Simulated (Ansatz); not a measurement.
The relaxed structure here is a generated cell of ZrSe2: the first start was made by a random draw of sites in a space group, and the end was not matched to a known phase here, so it may be hypothetical. Known forms of ZrSe2 include space group No. 164.

One stationary structure of ZrSe2. These are PBEsol (plane waves to 420 eV, PAW, scalar-relativistic; Ansatz, a first-principles code) values and carry that method's errors.

```
CELL_PARAMETERS angstrom
      8.67790     0.00000     0.00000
     -4.33895     7.51528     0.00000
      0.00000     0.00000     3.63066
ATOMIC_POSITIONS crystal
  Se 0.80081 0.58568 0.49716
  Se 0.41432 0.21513 0.83049
  Se 0.78487 0.19919 0.16383
  Se 0.58568 0.80081 0.50284
  Se 0.21513 0.41432 0.16951
  Se 0.19919 0.78487 0.83617
  Zr 0.43138 0.00000 0.33333
  Zr 0.00000 0.43138 0.66667
  Zr 0.56862 0.56862 0.00000
```

Problem. Find the space group and the Wyckoff positions (tolerance 0.01 Å).

Solution. Space group P3₁21 (No. 152); a = b = 8.678 Å, c = 3.631 Å, α = β = 90.00°, γ = 120.00°

| atom | site | symmetry | x | y | z |
|---|---|---|---|---|---|
| Se | 6c | 1 | 0.2151 | 0.4143 | 0.1695 |
| Zr | 3a | .2. | 0.5686 | 0.5686 | 0.0000 |

Problem. Give the shortest distances between elements (the closest pairs, up to four, under 3.6 Å).

Solution. Se–Zr 2.65 Å; Se–Se 3.23 Å.

Volume per atom: 26.31 Å³
Band gap: no gap on the sampled points, where the bands overlap only slightly; such a result is sensitive to mesh and level

No spin polarisation in the result.

The run could not lose the symmetry of its start, so the end can be a saddle point.
